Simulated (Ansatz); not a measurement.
Relaxed Pt (fcc, Cu type):

```
Pt
1.0
    3.91815     0.00000     0.00000
    0.00000     3.91815     0.00000
    0.00000     0.00000     3.91815
Pt
4
Direct
  0.00000   0.00000   0.00000
  0.50000   0.50000   0.00000
  0.50000   0.00000   0.50000
  0.00000   0.50000   0.50000
```

Scan: atom 4 (Pt, nearest neighbour Pt at 2.771 Å; its periodic images, 3.9 Å or more away, move with it) is displaced along Cartesian [110], direction (0.707, 0.707, 0.000) in Cartesian axes, by s. The other atoms stay.

These are PBEsol (plane waves to 420 eV, PAW, scalar-relativistic; Ansatz, a quantum-chemistry and plane-wave program) values and carry that method's errors. k mesh 10×10×10 (Γ-centred), Fermi-Dirac smearing 0.05 eV. Energies are smeared free energies. With partly filled bands, energies and forces of such displacements shift with the k mesh and the smearing. Pt is run without spin polarisation. Pt was relaxed with its symmetry unable to fall. Spin-orbit coupling is left out, though Pt is heavy. The PAW data are Ansatz's earlier set. ΔE is measured from the undisplaced structure. The last digit holds for this mesh only.

```csv
s (Å),ΔE (meV/cell)
-0.550,withheld
-0.440,1371.6
-0.330,733.1
-0.220,318.0
-0.110,78.8
0.000,0.0
0.110,78.8
0.220,318.0
0.330,733.1
0.440,1371.6
0.550,withheld
```

Q: Fit an even polynomial form (powers 2, 4, 6) to the given rows and predict ΔE at s = 0.550.

A: Least squares on the 9 given rows: ΔE = (6496)·s² + (1041)·s⁴ + (10330)·s⁶, in meV/cell with s in Å; root-mean-square residual 0.02 meV/cell. At 0.550 the fit gives 2346.2 meV/cell; the calculation gives 2331.3 meV/cell, so the extrapolation is off by 14.9 (+0.6 %). The quadratic term alone would give 1965.0 meV/cell.

(A displaced cell: forces are minus the slopes of the energy, force constants its curvatures, and phonons follow from these.)
